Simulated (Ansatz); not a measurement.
FeSi in space group P6/mmm (No. 191; Fe on 3f, Si on 1a, Si on 2d), the program Ansatz at the PBE level (PAW), all energies at zero smearing, with the estimated change up to a 700 eV cutoff added, with one set of potentials and settings (totals compare only within such a set). Cell of 12 atoms (6 Fe, 6 Si): -30701.615 eV.

```
element                             reference phase  E (eV/atom)
-------  ------------------------------------------  -----------
Fe       Im-3m, 1 atoms in the cell, spin-polarised   -4480.4888
Si                       Fd-3m, 2 atoms in the cell    -635.8096
```

Formation energy per atom, worked out: (-30701.615 − 6×(-4480.4888) − 6×(-635.8096))/12 = -0.319 eV/atom (-31 kJ per mol of atoms), at 0 K, without zero-point energy or fitted corrections.

A made-up cell: these elements were put on the sites of a structure type; neither database checked (COD, Materials Project) lists it. COD files the formula under space group No. 198. Its standing as an ambient phase is unchecked. The PBE relaxation kept the symmetry of its start, as lowered by the spin order; its stability against distortions is not shown here. Magnetic state: antiferromagnetic, chosen from 3 collinear starts compared on coarse meshes (ties went to the first, and starts can fall back to one state), not a proven ground state. The references are the lowest solids computed at this level, not always the standard phases.

Potentials: the later of the program's two PAW sets.
